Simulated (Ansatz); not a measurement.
**SnPt2 single point**

Input file of Ansatz 0.2.0:

```yaml
crystal:
  lattice:
    - [0.0, 0.0, 4.192986]
    - [2.943123, 0.0, 0.0]
    - [1.471561, 4.411471, -2.096493]
  atoms:
    - { symbol: Sn, position: [0.0, 0.0, 0.0] }
    - { symbol: Pt, position: [0.353, 0.647, 0.706] }
    - { symbol: Pt, position: [0.647, 0.353, 0.294] }
  symmetry: { tolerance: 0.0003 }
kpoints:
  mp_grid: { grid: [10, 10, 10], shift: [0, 0, 0] }
  band_path:
    path:
      - [0.0, 0.0, 0.0]
      - [0.0, 0.0, -0.5]
      - [0.0, -0.44436348, -0.72218174]
      - [0.0, -0.55563652, -0.27781826]
      - [0.0, 0.0, 0.0]
      - [-0.61292497, 0.0, 0.30646248]
      - [-0.38707503, 0.0, -0.30646248]
      - [0.0, 0.0, -0.5]
      - [0.0, 0.0, 0.0]
      - [0.0, -0.5, -0.5]
      - [-0.5, -0.5, -0.25]
    npoints: 6
magnetization:
  spin_polarized: false
scf:
  occupations: { method: fermi_dirac }
  lower_state_search: "off"
  max_iter: 200
hamiltonian:
  pseudopotentials: { kind: paw }
  xc: pbe
basis:
  ecutwfc: 420
  fft_grid_basis: typed
output:
  forces: true
  stress: true
  eigenvalues: true
  bader: true
  populations: true
  elf: true
  write_potential: true
  volumetric_format: npy
  dos:
    e_range: [-12, 8]
    de: 0.05
    projected: { site_lists: { Pt: [Pt], Sn: [Sn] } }
  write_density: true
checkpoint:
  read: saved_state
```

Run as

```sh
ansatz run input.yaml --threads 1 --pin off --max-ram 2560MiB --backend cpu --events-out ev --progress --plain --runs-dir out
```

The run starts from an earlier solution of this cell. 

Excerpt of what it printed:

```
SCF iter   1: F=—  Δρ=1.70e-3  dr2=5.58e-4
SCF iter   2: F=—  Δρ=8.97e-4  dr2=1.80e-4
SCF iter   3: F=—  Δρ=9.23e-5  dr2=8.04e-6
SCF iter   4: F=—  Δρ=3.36e-5  dr2=5.96e-7
SCF iter   5: F=-31070.4823 eV  Δρ=7.39e-6  dr2=2.84e-8
SCF iter   6: F=-31070.4823 eV  Δρ=1.40e-6  dr2=1.22e-9
Free energy (F): -31070.4823 eV
Harris-Foulkes:  -31070.4823 eV  (|F-HF|=3.49e-10)
Internal energy: -31070.4283 eV  (E = F + TS)
E sigma→0 (E₀):  -31070.4553 eV
Entropy (-TS):   -0.0540 eV (-18.008 meV/atom)
Fermi energy:    18.3741 eV
--- Per-component energies (eV) ---
  E_band       = -404.0570
  E_kinetic    = 1465.1766
  E_local      = -4101.2113  (includes V_loc(G=0)·N_el)
  E_nonlocal   = 370.3970
  E_hartree    = 1751.3706
  E_xc         = -904.8441
  E_vxc        = -700.4504  (∫ρ·V_xc dr)
  E_paw        = -23049.9241  (= ΣΔE_a)
  E_vpaw       = -940.7105  (= ΣTr[D̂ρ^β])
  E_aug_tail   = 0.0004  (compensation charges beyond the density's cutoff)
  E_ewald      = -6601.3933
  E_smearing   = -0.0540  (= −TS)
--- Stress (GPa, compression-positive) ---
       -0.9786       0.0000       0.0000
        0.0000       6.1675       0.0000
        0.0000       0.0000      -8.5298
  P = ⅓ Tr σ = -1.1136 GPa (-11.136 kbar)
--- Bader charges: 3 sites ---
  site symbol  charge [e]  shift [e]
     0     Sn      0.9388     0.0002
     1     Pt     -0.4694     0.0001
     2     Pt     -0.4694     0.0001
```

Origin: a known structure type with other elements, at an estimated volume, so it need not be a known compound. Caveats: atoms or cell far from equilibrium.
